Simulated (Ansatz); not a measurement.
The start is a relaxed W cell, doubled along one cell vector, shaken by Gaussian noise of σ = 0.08 Å a coordinate. The cell and all atomic positions are relaxed at zero pressure with PBEsol (plane waves to 420 eV, PAW, scalar-relativistic; Ansatz, an electronic-structure program). First-step values are on the input's coarse k-mesh.

Ansatz input (later rounds restart from its end on a renewed k-mesh):
Ansatz 0.2 input:
```yaml
crystal:
  lattice:
    - [0, 3.675529743, 3.675529743]
    - [7.351059486, 0, 7.351059486]
    - [3.675529743, 3.675529743, 0]
  atoms:
    - { symbol: W, position: [0.6113812017, 0.3123076812, 0.6324821731] }
    - { symbol: W, position: [0.630728947, 0.8084271887, 0.6579411617] }
    - { symbol: W, position: [0.6333458488, 0.3096974667, 0.1147487088] }
    - { symbol: W, position: [0.6544575011, 0.8018188071, 0.1225674717] }
    - { symbol: W, position: [0.5796857627, 0.0774239198, 0.6237459314] }
    - { symbol: W, position: [0.5957496456, 0.5762411431, 0.6139204344] }
    - { symbol: W, position: [0.1304989037, 0.3141245315, 0.6208203662] }
    - { symbol: W, position: [0.1355704113, 0.8078050954, 0.6040545828] }
basis: { ecutwfc: 420, ecutrho_ratio: 4, xc_grid: 2, fft_grid_basis: typed }
kpoints: { mp_grid: { grid: [8, 4, 8] } }
hamiltonian:
  xc: pbesol
  dispersion: none
  pseudopotentials: { azcp: { folder: ./paw }, kind: paw }
scf: { occupations: { method: fermi_dirac, width: 0.05 } }
relax: { f_tol: 0.01, max_steps: 100, cell: { stress_tol: 0.02 } }
output: { forces: true, stress: true }
```

Problem. By how much does the energy per atom fall from start to end?

Solution. About 2.6 eV/atom.

Problem. How does the volume change?

Solution. -36.8 %, from 24.83 to 15.69 Å³/atom.

Problem. Does it find its way back to the structure it was made from?

Solution. It does not go back: it reaches Im-3m (No. 229), bcc (W type), 2.57 eV/atom below the parent.

Problem. What band gap does the relaxed structure have at this level?

Solution. Zero (metallic).

Problem. Write out the relaxed structure.

Solution. 
```cif
data_W2
_chemical_formula_sum 'W2'
_space_group_name_H-M_alt 'Im-3m'
_space_group_IT_number 229
_space_group_name_Hall '-I 4 2 3'
_cell_length_a 3.15448
_cell_length_b 3.15448
_cell_length_c 3.15448
_cell_angle_alpha 90.000
_cell_angle_beta 90.000
_cell_angle_gamma 90.000
loop_
_atom_site_label
_atom_site_type_symbol
_atom_site_symmetry_multiplicity
_atom_site_Wyckoff_symbol
_atom_site_fract_x
_atom_site_fract_y
_atom_site_fract_z
_atom_site_occupancy
W1 W 2 a 0.00000 0.00000 0.00000 1
```
(The calculation used a cell of 1 atom; values per cell refer to that cell.)

Final values are on a 21×21×21 k-mesh of the relaxed cell. The start holds a very short contact (W–W 2.40 Å). No spin polarisation in the result.

Of the parent cell (Fd-3m (No. 227)): it is a generated cell of W: the first start was made by a random draw of sites in a space group, and the end was not matched to a known phase here, so it may be hypothetical. Known forms of W include space group No. 229.
